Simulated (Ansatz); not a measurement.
Space group Cmc2_1 (No. 36). a = 10.021 Å, b = 5.780 Å, c = 5.398 Å, α = 90.00°, β = 90.00°, γ = 90.00°
```tsv
atom	site	symmetry	x	y	z
In	4a	m..	0.0000	0.6746	0.4898
Ga	8b	1	0.6704	0.6634	0.4926
N	8b	1	0.6801	0.6537	0.8590
N	4a	m..	0.0000	0.6922	0.8950
```

Equation of state of this InGa2N3 structure (not necessarily the ground state), with shape and atoms relaxed at each volume where symmetry leaves them free. These are results of Ansatz 0.2.0, DFT PBE, scalar-relativistic, plane waves, PAW, not measurements.

Cutoff 420 eV; k points 6×6×6 on the computed 12-atom cell (Γ-centred); Gaussian smearing, width 0.02 eV; no spin polarisation.

```json
{"V (Å³/atom)": "12.247", "E − E(largest V) (meV/atom)": "5.07", "P (GPa)": "10.94", "gap on mesh (eV)": "1.19"}
{"V (Å³/atom)": "12.638", "E − E(largest V) (meV/atom)": "-14.21", "P (GPa)": "5.03", "gap on mesh (eV)": "1.03"}
{"V (Å³/atom)": "13.028", "E − E(largest V) (meV/atom)": "-20.16", "P (GPa)": "0.00", "gap on mesh (eV)": "0.87"}
{"V (Å³/atom)": "13.419", "E − E(largest V) (meV/atom)": "-14.85", "P (GPa)": "-4.25", "gap on mesh (eV)": "0.72"}
{"V (Å³/atom)": "13.810", "E − E(largest V) (meV/atom)": "0.00", "P (GPa)": "-7.84", "gap on mesh (eV)": "0.58"}
```

**Question.** Fit a third-order Birch–Murnaghan equation to E(V).

**Answer.** V0 = 13.03 Å³/atom, B0 = 154 GPa, B0' = 4.6.

The gaps are read on the mesh, which can miss the band edges, so they can be too wide.